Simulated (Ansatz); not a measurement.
A geometry of Ga₂O₃ away from equilibrium: step 5 of the relaxation of a relaxed Ga2O3 cell displaced along its unstable phonon at q = (½, ½, ½) of its primitive reciprocal cell (86i cm⁻¹), largest move 0.15 Å. Method: PBEsol (plane waves to 420 eV, PAW, scalar-relativistic; Ansatz, a first-principles code). Γ-centred k-mesh 6×6×6 on the run's cell (coarser than for final values), Fermi–Dirac smearing 0.05 eV. The plane waves were selected for a different cell earlier on the path.

```xyz
10
Lattice="4.9407 2.9721 4.9055 0.0000 2.9721 4.9055 2.4704 -1.2959 4.7963" Properties=species:S:1:pos:R:3 pbc="T T T"
O      3.4891     3.3695     8.3623
O      5.9595     4.2511    11.1504
O      5.6722     2.1068     8.5506
O      3.2558    -0.0779     5.8916
O      0.7854     1.7542     3.8101
O      3.2018     2.5416     6.0567
Ga     4.8761     2.8963     6.9141
Ga     2.4699     1.5687     4.5370
Ga     4.9402     3.0797    10.0703
Ga     2.4057     1.7521     7.6932
```

Question: What forces act on the atoms (eV/Å)?

Answer: 
```
atom     Fx     Fy     Fz
----  -----  -----  -----
O1    -0.28  -0.04   0.01
O2    -0.28   0.04  -0.01
O3     0.03  -0.13  -0.07
O4     0.03   0.39  -0.14
O5     0.03  -0.39   0.14
O6     0.03   0.13   0.07
Ga7    0.05  -0.32   0.33
Ga8    0.18  -0.15   0.25
Ga9    0.18   0.15  -0.25
Ga10   0.05   0.32  -0.33
```

The path ends in C2 (No. 5). No spin polarisation in the result.

The run could not lose the symmetry of its start, so the end can be a saddle point.

The end of the path is a generated cell of Ga2O3: the first start was made by placing the elements on the sites of a structure type, and the end was not matched to a known phase here, so it may be hypothetical. Known forms of Ga2O3 include space group No. 12, 167.
